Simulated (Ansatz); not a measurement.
LaHg:
```
LaHg
1.0
    3.89959     0.00000     0.00000
    0.00000     3.89959     0.00000
    0.00000     0.00000     3.89959
La Hg
1 1
Direct
  0.50000   0.50000   0.50000
  0.00000   0.00000   0.00000
```

Relaxed with r²SCAN. Special points in fractions of this cell's reciprocal vectors: Γ (0.000, 0.000, 0.000); X (0.000, 0.500, 0.000); M (0.500, 0.500, 0.000); R (0.500, 0.500, 0.500).

Task: List the band energies nearest the Fermi level at these points for r²SCAN in the plane-wave PAW code Ansatz.

Result: In eV from the Fermi level; about four levels below and three above (degenerate sets whole), none deeper than 8.9 eV; points with the same levels are listed once.

```
k                                below           above
-  -----------------------------------  --------------
Γ  -7.55 -7.55 -7.55 -7.32 -0.01 -0.01  1.54 1.54 1.54
X        -7.52 -7.52 -4.80 -2.82 -0.08  0.88 0.88 1.59
M              -7.74 -7.74 -7.22 -5.07  0.08 0.08 0.66
R              -2.99 -2.26 -2.26 -2.26  1.71 1.71 1.71
```

Space group Pm-3m (CsCl type). The first step of the workflow began from a Materials Project structure, measured or hypothetical; the Crystallography Open Database files this formula in space group No. 221, but the cells were not matched. Its standing as an ambient phase is unchecked. The r²SCAN relaxation kept the symmetry of its start; whether a distortion lowers the energy is not shown. Scalar-relativistic: spin–orbit coupling is off unless named, which matters more the heavier the elements.

Potentials: the later of the program's two PAW sets.
